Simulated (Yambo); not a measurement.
```
CELL_PARAMETERS angstrom
      2.55632    -1.58403     0.00000
      2.55632     1.58403     0.00000
     -0.56211     0.00000     6.59771
ATOMIC_POSITIONS crystal
  F  0.59583 0.91533 0.59796
  F  0.40417 0.08467 0.40204
  F  0.08467 0.40417 0.90204
  F  0.91533 0.59583 0.09796
```

Workflow: LDA (Quantum ESPRESSO, PseudoDojo norm-conserving, 84 Ry, no spin-orbit coupling), then G0W0 in Yambo (6×6×2 Γ-centred k mesh, 102 bands and a 8 Ry block in the screening, 102 bands in G with the Bruneval-Gonze terminator, plasmon pole fitted at 27.2 eV).

Problem. Give the LDA and G0W0 gaps between the band edges found on this mesh, and say where the edges lie.

Solution. Edges: Γ → Γ. LDA: 2.35 eV; G0W0: 8.19 eV. Nearest settings tried, and what they do to the gap: 80 bands in W, 80 bands in G: +14 meV; 6 Ry block (91 vectors against 145): +216 meV; 4×4×2 mesh: -92 meV. So the settings aren't converged at that level. 

Geometry of the Materials Project entry, not relaxed at this level.

The distance between layers or molecules is the database entry's, not relaxed here. Functionals without dispersion can leave it too large, which widens gaps and weakens the response across layers: the numbers belong to this cell.
